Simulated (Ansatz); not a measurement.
Sc (hcp, Mg type)

```
Sc
1.0
    3.33109     0.00000     0.00000
   -1.66555     2.88481     0.00000
    0.00000     0.00000     5.19433
Sc
2
Direct
  0.33333   0.66667   0.75000
  0.66667   0.33333   0.25000
```

The volume is varied about the relaxed value V₀ at fixed cell shape. Symmetry pins the atoms to their sites.

Level of theory: r2SCAN (plane waves to 500 eV, PAW, scalar-relativistic; Ansatz, a quantum-chemistry and plane-wave program). k mesh 16×16×9 (Γ-centred), Fermi-Dirac smearing 0.05 eV. Energies are smeared free energies. Stress and pressure are positive under compression. With the shape held, the modulus is that of even scaling; a crystal free to change shape is softer. Sc is run without spin polarisation. Sc was relaxed with its symmetry unable to fall. The PAW data are Ansatz's earlier set. The zero of ΔE is the relaxed starting cell. The last digit holds for this mesh only.

| V (Å³/atom) | ΔE (meV/atom) |
|---|---|
| 23.460 | withheld |
| 23.760 | 10.6 |
| 24.059 | 5.8 |
| 24.359 | 2.5 |
| 24.658 | 0.6 |
| 24.958 | 0.0 |
| 25.257 | 0.6 |
| 25.557 | 2.4 |
| 25.856 | 5.3 |
| 26.156 | 9.3 |
| 26.455 | 14.2 |

### Question
Fit a third-order Birch-Murnaghan form (E₀, V₀, B₀, B₀′ free) to the given rows and predict ΔE at V = 23.460.

### Answer
Least squares on the 10 given rows: ΔE = E₀ + (9V₀B₀/16)·y²·[2 + (B₀′ − 4)y], y = (V₀/V)^(2/3) − 1, with V₀ = 24.952 Å³/atom, B₀ = 55.26 GPa (160.2 GPa = 1 eV/Å³; the term in eV is multiplied by 1000), B₀′ = 3.73, E₀ = -0.02 meV/atom; root-mean-square residual 0.02 meV/atom. At 23.460 the fit gives 16.9 meV/atom; the calculation gives 16.8 meV/atom, so the extrapolation is off by 0.1 (+0.6 %). For the pressure the fit gives 3.8 GPa against the computed 3.8 GPa.

(A scan under strain: stresses follow from slopes of the energy per volume, elastic moduli from its curvatures.)
